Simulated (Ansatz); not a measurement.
Relaxed Sn (beta-Sn type, space group I4_1/amd):

```xyz
2
Lattice="-2.9166 2.9166 1.5790 2.9166 -2.9166 1.5790 2.9166 2.9166 -1.5790" Properties=species:S:1:pos:R:3 pbc="T T T"
Sn     0.0000     2.9166     0.7895
Sn     0.0000     0.0000     0.0000
```

In this cell atom 2 (Sn, nearest neighbour Sn at 3.022 Å; its periodic images, 3.2 Å or more away, move with it) is moved by s along Cartesian z, unit vector (0.000, 0.000, 1.000); all other atoms and the cell stay fixed.

All values below come from PBEsol (plane waves to 420 eV, PAW, scalar-relativistic; Ansatz, a program for electronic structure). k mesh 13×13×13 (Γ-centred), Fermi-Dirac smearing 0.05 eV. The energy includes the smearing's −TS. With partly filled bands, energies and forces of such displacements shift with the k mesh and the smearing. F∥ is the force on the atom along that direction. Sn was relaxed with its symmetry unable to fall. The PAW data are Ansatz's earlier set. ΔE is measured from the undisplaced structure.

| s (Å) | F∥ (eV/Å) | ΔE (eV/cell) |
|---|---|---|
| -0.910 | ? | 0.0501 |
| -0.728 | ? | ? |
| -0.546 | 0.083 | 0.0422 |
| -0.364 | 0.111 | 0.0237 |
| -0.182 | 0.070 | 0.0065 |
| 0.000 | 0.000 | 0.0000 |
| 0.182 | -0.070 | 0.0065 |
| 0.364 | -0.111 | 0.0237 |
| 0.546 | -0.083 | 0.0422 |
| 0.728 | ? | ? |
| 0.910 | ? | 0.0501 |

Task: Some entries are withheld; supply them.

Result: 
- -0.910, F∥ (eV/Å): -0.045
- -0.728, F∥ (eV/Å): 0.023
- -0.728, ΔE (eV/cell): 0.0522
- 0.728, F∥ (eV/Å): -0.023
- 0.728, ΔE (eV/cell): 0.0522
- 0.910, F∥ (eV/Å): 0.045

(For displaced atoms, the force is minus the slope of the energy, and its curvature is a force constant, which sets phonon frequencies.)
